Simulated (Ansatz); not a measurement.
Here is the system:

AlNi:
Space group Pm-3m (No. 221); a = b = c = 2.832 Å, α = β = γ = 90.00°

```json
[
 {"atom": "Al", "site": "1b", "symmetry": "m-3m", "x": "0.5000", "y": "0.5000", "z": "0.5000"},
 {"atom": "Ni", "site": "1a", "symmetry": "m-3m", "x": "0.0000", "y": "0.0000", "z": "0.0000"}
]
```

This is the LDA-relaxed structure.

**Question.** All from the program Ansatz at the LDA level (PAW), unless another level is named. Estimate the formation energy from the elements (no fitted shifts).

**Answer.** -0.71 eV/atom.

**Question.** What about the density of states at the Fermi level?

**Answer.** 0.39 states/eV per atom (mean over ±0.08 eV).

The cell was relaxed with LDA under the symmetry of its start. The run is not spin-polarised. The references are the lowest solids computed at this level, not always the standard phases.

Potentials: the earlier of the program's two PAW sets. The files were generated under PBE; for other functionals the program regenerates the frozen cores, and for LDA and PBEsol the local potential too.
